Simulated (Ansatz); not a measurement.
Cr (hcp type), DFT, PBEsol, all-electron LAPW, scalar-relativistic (Ansatz 0.2.0), on 1 thread of Arm Neoverse V1 (shared host).

Command: `ansatz run input.yaml --threads 1 --pin off --max-ram 3072MiB --backend cpu --events-out ev --progress --plain --runs-dir out`

```yaml
crystal:
  lattice:
    - [1.8707432731, 0.0, 0.0]
    - [-0.9353716365, 1.6201111984, 0.0]
    - [0.0, 0.0, 3.0342575437]
  atoms:
    - { symbol: Cr, position: [0.3333333333, 0.6666666667, 0.25], spin: 2.0 }
    - { symbol: Cr, position: [0.6666666667, 0.3333333333, 0.75], spin: 2.0 }
magnetization:
  spin_polarized: true
kpoints:
  mp_grid: { grid: [19, 19, 10] }
  band_path:
    path:
      - [0.0, 0.0, 0.0]
      - [0.5, 0.0, 0.0]
      - [0.3333333333, 0.3333333333, 0.0]
      - [0.0, 0.0, 0.0]
      - [0.0, 0.0, 0.5]
      - [0.5, 0.0, 0.5]
      - [0.3333333333, 0.3333333333, 0.5]
      - [0.0, 0.0, 0.5]
      - [0.5, 0.0, 0.5]
    npoints: 8
scf:
  occupations: { method: fermi_dirac, width: 0.1 }
hamiltonian:
  xc: pbesol
  pseudopotentials: { kind: all_electron, lapw: { basis_error: 0.001 } }
output:
  forces: true
  stress: true
  eigenvalues: true
  populations: true
  dos: { projected: true, de: 0.2, e_range: [-14, 8] }
```

(1) How large is the problem that the program sets up?

(2) About how long does it take, and how much memory?

Answers

(1) 240 irreducible k-points, 287 plane waves at Γ, 29 bands.

(2) 2.6 min of wall time for 9 SCF iterations, with a peak of 1.1 GiB. Times on shared machines scatter by tens of per cent.
